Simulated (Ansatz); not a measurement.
Na:
```
CELL_PARAMETERS angstrom
      3.59430     0.00000     0.00000
     -1.79715     3.11275     0.00000
      0.00000     0.00000     5.96491
ATOMIC_POSITIONS crystal
  Na 0.33333 0.66667 0.25000
  Na 0.66667 0.33333 0.75000
```

Relaxed with LDA. Special points in fractions of this cell's reciprocal vectors: Γ (0.000, 0.000, 0.000); M (0.500, 0.000, 0.000); K (0.333, 0.333, 0.000); A (0.000, 0.000, 0.500); L (0.500, 0.000, 0.500); H (0.333, 0.333, 0.500).

**Question.** List the band energies nearest the Fermi level at these points for LDA (plane waves, PAW; program Ansatz).

**Answer.** In eV from the Fermi level; about four levels below and three above (degenerate sets whole), none deeper than 8.9 eV; … stands for higher levels left out; points with the same levels are listed once.

| k | below | above |
|---|---|---|
| Γ | -3.50 | 0.52 0.93 10.69 10.69 |
| M | – | 0.30 0.43 4.04 |
| K | – | 1.42 1.66 1.66 |
| A | -2.42 -2.42 | 5.68 5.68 … |
| L | – | 1.15 1.15 1.66 1.66 |
| H | – | 2.24 2.24 2.39 2.39 |

Space group P6_3/mmc (hcp (Mg type)). The first step of the workflow began from a Materials Project structure, measured or hypothetical; the Crystallography Open Database files this formula in space group No. 194, but the cells were not matched. It is not the phase usual at ambient conditions (space group No. 229). The LDA relaxation kept the symmetry of its start; of distortions, only those at the zone centre were tested.

Potentials: the later of the program's two PAW sets.
